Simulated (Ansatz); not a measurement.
Values for one crystal, relaxed and computed with r²SCAN (plane waves, PAW; program Ansatz); other levels are named.

| Property | Value |
|---|---|
| Volume per atom | 19.48 Å³ |
| Electronic character | metallic (no gap) |
| Formation energy from the elements (no fitted shifts) | -0.51 eV/atom |
| Density of states at the Fermi level | 0.94 states/eV per atom (mean over ±0.08 eV) |

Question: Which compound is it?
(A) GaAu, Pnma (Ga on 4c, Au on 4c)
(B) ZrGaCo, P-62m (Zr on 3g, Ga on 3f, Co on 2c, Co on 1b)
(C) ZrGa3, I4/mmm (Zr on 4e, Ga on 4c, Ga on 4d, Ga on 4e)
(D) Hf5Ga3, P6_3/mcm (Hf on 4d, Hf on 6g, Ga on 6g)

Answer: D, Hf5Ga3, P6_3/mcm (Hf on 4d, Hf on 6g, Ga on 6g)

The workflow started from a Materials Project entry (that database holds measured and hypothetical structures alike); the Crystallography Open Database files this formula in space group No. 193, but the cells were not matched. Its standing as an ambient phase is unchecked. The r²SCAN relaxation kept the symmetry of its start; whether a distortion lowers the energy is not shown. No spin polarisation was allowed. The references are the lowest solids computed at this level, not always the standard phases. Spin–orbit coupling is left out wherever it is not named.

Potentials: the later of the program's two PAW sets.
